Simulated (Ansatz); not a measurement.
In PBE (plane waves, PAW; program Ansatz), Ru in the bcc (W type) structure (Im-3m) relaxes to a = 3.053 Å.

Electronic character: metallic (no gap). Gap from PBE with spin–orbit coupling: none (metallic).

The bulk modulus is 280 GPa.

The start of the workflow was typed in or built on a structure type; neither database checked (COD, Materials Project) lists it. It is not the phase usual at ambient conditions (space group No. 194). The PBE relaxation kept the symmetry of its start; its stability against distortions is not shown here. The run is not spin-polarised. Spin–orbit coupling is left out wherever it is not named.

Potentials: the earlier of the program's two PAW sets.
